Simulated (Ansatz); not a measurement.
Nb$_{2}$O$_{5}$ in space group Pmmn (No. 59; Nb on 4e, O on 2a, O on 4e, O on 4e) under volume change, plane-wave PAW r²SCAN (Ansatz code), shape and atoms relaxed at each volume.

```json
[
 {"V (Å³/atom)": "12.770", "E − E(relaxed) (meV/atom)": "[?]", "P (GPa)": "[?]"},
 {"V (Å³/atom)": "13.191", "E − E(relaxed) (meV/atom)": "28.9", "P (GPa)": "11.90"},
 {"V (Å³/atom)": "13.612", "E − E(relaxed) (meV/atom)": "6.7", "P (GPa)": "5.28"},
 {"V (Å³/atom)": "14.033", "E − E(relaxed) (meV/atom)": "0.0", "P (GPa)": "0.00"},
 {"V (Å³/atom)": "14.454", "E − E(relaxed) (meV/atom)": "[?]", "P (GPa)": "[?]"},
 {"V (Å³/atom)": "14.875", "E − E(relaxed) (meV/atom)": "19.7", "P (GPa)": "-6.64"},
 {"V (Å³/atom)": "15.296", "E − E(relaxed) (meV/atom)": "39.2", "P (GPa)": "-7.99"}
]
```

Q: Some entries are withheld; supply them.

A: 
- 14.454, E − E(relaxed) (meV/atom): 5.5
- 14.454, P (GPa): -3.96
- 12.770, E − E(relaxed) (meV/atom): 70.2
- 12.770, P (GPa): 19.75

Q: What does a third-order Birch–Murnaghan fit give for V₀, B₀ and B′?

A: V₀ = 14.04 Å³/atom, B₀ = 143 GPa, B′ = 8.5.

The start of the workflow was typed in or built on a structure type; neither database checked (COD, Materials Project) lists it. COD files the formula under space group No. 3, 15, 139. Its standing as an ambient phase is unchecked. The cell was relaxed with r²SCAN under the symmetry of its start; its stability against distortions is not shown here. The workflow began spin-polarised and lost its moments.

Potentials: the earlier of the program's two PAW sets.
